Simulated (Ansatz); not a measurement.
Geometry optimisation in Ansatz: input, command and trajectory.

```yaml
crystal:
  lattice:
    - [2.155601954, -4.5325610884, 0.0]
    - [2.155601954, 4.5325610884, 0.0]
    - [0.0, 0.0, 4.1776566083]
  atoms:
    - { symbol: Li, position: [0.5882364737, 0.4117635263, 0.75] }
    - { symbol: Li, position: [0.4117635263, 0.5882364737, 0.25] }
    - { symbol: Li, position: [0.2418112116, 0.7581887884, 0.75] }
    - { symbol: Li, position: [0.7581887884, 0.2418112116, 0.25] }
    - { symbol: Ga, position: [0.9209083385, 0.0790916615, 0.75] }
    - { symbol: Ga, position: [0.0790916615, 0.9209083385, 0.25] }
basis:
  ecutwfc: 420
kpoints:
  mp_grid: { grid: [10, 10, 8] }
hamiltonian:
  xc: pbesol
scf:
  occupations: { method: gaussian, width: 0.1 }
output:
  forces: true
  stress: true
  eigenvalues: true
  write_density: true
  write_potential: true
  elf: true
  volumetric_format: npy
relax:
  adjacent_minimum: "off"
  f_tol: 0.01
  max_steps: 30
  cell: { stress_tol: 0.1, fix: [volume] }
```

```bash
ansatz run input.yaml --threads 1 --pin off --max-ram 2560MiB --backend cpu --events-out ev --progress --plain --runs-dir out
```

The calculation used DFT PBEsol, scalar-relativistic, plane waves, PAW (Ansatz 0.2.0).

The volume is held at 0.91 times that of the relaxed cell.

Of 4 frames 3 are shown, positions in Å and forces in eV/Å; the SCF threshold varies from step to step. Steps run on the plane waves of an earlier cell, with a Pulay correction in the pressure. The basis is chosen afresh for the last frame, the zero of the energies, and at times for earlier ones too; energy and pressure step there, also at an unchanged geometry.

```xyz
6
Lattice="2.1556 -4.5326 0.0000 2.1556 4.5326 0.0000 0.0000 0.0000 4.1777" Properties=species:S:1:pos:R:3:forces:R:3 pbc="T T T" step=1 free_energy_over_end_meV_per_atom=0.12 pressure_GPa=4.07
Li    2.1556   -0.7999    3.1332    0.0000   -0.0232    0.0000
Li    2.1556    0.7999    1.0444    0.0000    0.0232    0.0000
Li    2.1556    2.3405    3.1332    0.0000   -0.0123    0.0000
Li    2.1556   -2.3405    1.0444    0.0000    0.0123    0.0000
Ga    2.1556   -3.8156    3.1332    0.0000    0.0542    0.0000
Ga    2.1556    3.8156    1.0444    0.0000   -0.0542    0.0000
6
Lattice="2.1530 -4.5305 0.0000 2.1530 4.5305 0.0000 0.0000 0.0000 4.1846" Properties=species:S:1:pos:R:3:forces:R:3 pbc="T T T" step=2 free_energy_over_end_meV_per_atom=0.01 pressure_GPa=3.99
Li    2.1530   -0.8073    3.1384    0.0000    0.0042    0.0000
Li    2.1530    0.8073    1.0461    0.0000   -0.0042    0.0000
Li    2.1530    2.3360    3.1384    0.0000    0.0016    0.0000
Li    2.1530   -2.3360    1.0461    0.0000   -0.0016    0.0000
Ga    2.1530   -3.8101    3.1384    0.0000    0.0196    0.0000
Ga    2.1530    3.8101    1.0461    0.0000   -0.0196    0.0000
6
Lattice="2.1531 -4.5280 0.0000 2.1531 4.5280 0.0000 0.0000 0.0000 4.1868" Properties=species:S:1:pos:R:3:forces:R:3 pbc="T T T" step=4 free_energy_over_end_meV_per_atom=0.00 pressure_GPa=3.98
Li    2.1531   -0.8050    3.1401    0.0000   -0.0008    0.0000
Li    2.1531    0.8050    1.0467    0.0000    0.0008    0.0000
Li    2.1531    2.3348    3.1401    0.0000    0.0007    0.0000
Li    2.1531   -2.3348    1.0467    0.0000   -0.0007    0.0000
Ga    2.1531   -3.8053    3.1401    0.0000   -0.0009    0.0000
Ga    2.1531    3.8053    1.0467    0.0000    0.0009    0.0000
```

Time: 77 s on 1 thread of Arm Neoverse V2, with other jobs on the host, peak memory 0.54 GiB.